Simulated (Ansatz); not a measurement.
Ge$_{2}$Sb$_{2}$Te$_{5}$:
```cif
data_Ge2Sb2Te5
_chemical_formula_sum 'Ge2 Sb2 Te5'
_space_group_name_H-M_alt 'P 1'
_space_group_IT_number 1
_cell_length_a 4.21847
_cell_length_b 4.21847
_cell_length_c 17.94617
_cell_angle_alpha 90.000
_cell_angle_beta 90.000
_cell_angle_gamma 120.000
loop_
_space_group_symop_operation_xyz
  'x, y, z'
loop_
_atom_site_label
_atom_site_type_symbol
_atom_site_fract_x
_atom_site_fract_y
_atom_site_fract_z
_atom_site_occupancy
Ge1 Ge 0.00000 0.00000 0.33420 1
Ge2 Ge 0.00000 0.00000 0.66580 1
Sb1 Sb 0.33333 0.66667 0.11218 1
Sb2 Sb 0.66667 0.33333 0.88782 1
Te1 Te 0.00000 0.00000 0.00000 1
Te2 Te 0.33333 0.66667 0.79127 1
Te3 Te 0.66667 0.33333 0.20873 1
Te4 Te 0.33333 0.66667 0.41230 1
Te5 Te 0.66667 0.33333 0.58770 1
```

Relaxed with r²SCAN+D4.

### Question
Decompose the optical modes at the zone centre into irreducible representations, and say which are infrared and Raman allowed.

### Answer
Point group -3m: Γ_opt = 4A1g + 4A2u + 4Eg + 4Eu. Infrared: A2u, Eu. Raman: A1g, Eg.

### Question
Assign frequencies (DFPT, r²SCAN+D4 in the plane-wave PAW code Ansatz).

### Answer
Eu 30, Eg 31, A2u 40, A1g 41, Eg 48, A1g 69, Eu 90, Eu 99, Eg 100, A2u 115, Eu 144, Eg 146, A2u 158, A1g 170, A2u 189, A1g 189 cm⁻¹.

Space group P-3m1. Symmetry was held in the r²SCAN+D4 relaxation. A small band overlap can be real or an error of a semilocal functional. As this level gives no gap, phonon frequencies hold no LO–TO term and depend on the k-mesh and smearing (Fermi–Dirac, 0.1 eV here). Spin–orbit coupling is left out wherever it is not named.

Potentials: the later of the program's two PAW sets.
